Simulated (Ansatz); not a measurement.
Infrared lines of transverse zone-centre modes from the program Ansatz at the PBEsol level (PAW):

ω (cm⁻¹): 174 (w), 499 (vs), 615 (m), 660 (w)

**Question.** Which of these materials gives this?
A. TiB2, MoSi2 or CaC2 type
B. InAs, zinc blende
C. NbAs, CsCl type
D. BAs, P6_222 (B on 3d, As on 3c)

**Answer.** D, BAs, P6_222 (B on 3d, As on 3c)

The start of the workflow was typed in or built on a structure type; neither database checked (COD, Materials Project) lists it. It is not the phase usual at ambient conditions (space group No. 216). The cell was relaxed with PBEsol under the symmetry of its start; of distortions, only those at the zone centre were tested. Its formation energy is positive at this level, so the cell may be metastable or incomplete.

Potentials: the earlier of the program's two PAW sets.
